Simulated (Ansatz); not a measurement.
Cs2RbAsF6:
```
Cs2RbAsF6
1.0
    0.00000     4.71547     4.71547
    4.71547     0.00000     4.71547
    4.71547     4.71547     0.00000
Cs Rb As F
2 1 1 6
Direct
  0.75000   0.75000   0.75000
  0.25000   0.25000   0.25000
  0.50000   0.50000   0.50000
  0.00000   0.00000   0.00000
  0.78191   0.21809   0.21809
  0.21809   0.78191   0.78191
  0.21809   0.78191   0.21809
  0.78191   0.21809   0.78191
  0.21809   0.21809   0.78191
  0.78191   0.78191   0.21809
```

DFT-r²SCAN in the program Ansatz with PAW potentials gives a gap of 4.90 eV without spin–orbit coupling, maximum at L, minimum on the Γ–X line, 44 % of the way from Γ.

**Question.** What happens when spin–orbit coupling is switched on?

**Answer.** The gap drops by 0.03 eV, to 4.87 eV; maximum at L, minimum on the Γ–X line, 43 % of the way from Γ.

**Question.** Give the electron effective mass with spin–orbit coupling.

**Answer.** 0.67, 2.0, 2.0 mₑ (principal values).

**Question.** Give the hole effective mass with spin–orbit coupling.

**Answer.** 1.3, 2.0, 2.0 mₑ (principal values).

Space group Fm-3m. The first step of the workflow began from a Materials Project structure, measured or hypothetical; the Crystallography Open Database copy checked does not list it. Whether it is the stable phase at ambient conditions was not checked. The r²SCAN relaxation kept the symmetry of its start; whether a distortion lowers the energy is not shown.

Potentials: the later of the program's two PAW sets.
